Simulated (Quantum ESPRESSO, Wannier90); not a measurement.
## InP (wurtzite), plane waves to Wannier functions

```xyz
4
Lattice="4.1681 0.0000 0.0000 -2.0841 3.6097 0.0000 0.0000 0.0000 6.8400" Properties=species:S:1:pos:R:3 pbc="T T T"
In    -2.0841     1.2032    -3.4186
In     2.0841    -1.2032     0.0014
P     -2.0841     1.2032    -0.8564
P      2.0841    -1.2032     2.5636
```

Structure: Materials Project mp-966800, symmetrised, not relaxed again. Not found in the COD (Crystallography Open Database) copy used, which has the formula in other groups; not checked further. Method: PBEsol plane waves in Quantum ESPRESSO 7.5 (PseudoDojo norm-conserving files, 56 Ry, no spin polarisation, no spin-orbit coupling), Bloch states on a 12×12×6 mesh through Γ, Wannier90 4.0.1. Density: 12×12×6 mesh, Gaussian smearing 0.01 Ry. Spin-orbit coupling is left out although heavy elements are present.

Base run: 16 functions from bands 11-36 of the 36 computed, start hydrogen-like In: s;p; P: s;p, centres 0.05 Å off the atoms, frozen window up to 2.05 eV relative to the valence-band maximum, outer window open. Rows change the key named; with other orbitals the number of functions and the frozen window follow, as listed; window edges are relative to the valence-band maximum. The misfit compares interpolated bands with pw.x on a high-symmetry path, for states up to 1.6 eV relative to the valence-band maximum. Converged means that the tolerances were met: symmetric starts can stop on a saddle, which shows as a larger Ω_OD at equal Ω_I and can move the misfit too.

Rows with other orbitals or bands describe another subspace, so their Ω_I can't be set against the base's. Runs that didn't settle are not listed.

| setting | orbitals | bands | functions | frozen to (eV) | Ω_I (Å²) | Ω_D (Å²) | Ω_OD (Å²) | rms misfit (meV) | worst (meV) | ended |
|---|---|---|---|---|---|---|---|---|---|---|
| base | In sp, P sp | 11-36 | 16 | 2.05 | 27.98 | 0.09 | 3.87 | 0.7 | 6.3 | converged |
| num_iter = 0 (projection only), orbitals on the atoms | In sp, P sp | 11-36 | 16 | 2.05 | 27.98 | 0.18 | 13.49 | 0.9 | 6.1 | no minimisation |
| start: the same orbitals exactly on the atoms | In sp, P sp | 11-36 | 16 | 2.05 | 27.98 | 0.09 | 3.87 | 0.8 | 6.4 | converged |
| start: sp3 on every atom | In sp, P sp | 11-36 | 16 | 2.05 | 27.98 | 0.09 | 3.87 | 0.8 | 6.6 | converged |
| start: atomic waves of the pseudopotential files | In 5s, In 5p, P 3s, P 3p | 11-36 | 16 | 2.05 | 27.98 | 0.09 | 3.84 | 0.8 | 6.2 | converged |
| atomic waves with projectability windows 0.01 and 0.95 | In 5s, In 5p, P 3s, P 3p | 11-36 | 16 | 2.05 | 28.33 | 0.08 | 3.77 | 0.8 | 4.4 | converged |
| start: SCDM erfc, mu = fit minus three sigma, no disentanglement steps | In 5s, In 5p, P 3s, P 3p | 11-36 | 16 | none | 60.92 | 1.78 | 32.71 | 4.1 | 22 | converged |
| start: SCDM erfc with a higher mu, no disentanglement steps | In 5s, In 5p, P 3s, P 3p | 11-36 | 16 | none | 60.44 | 1.93 | 24.56 | 33 | 207 | converged |
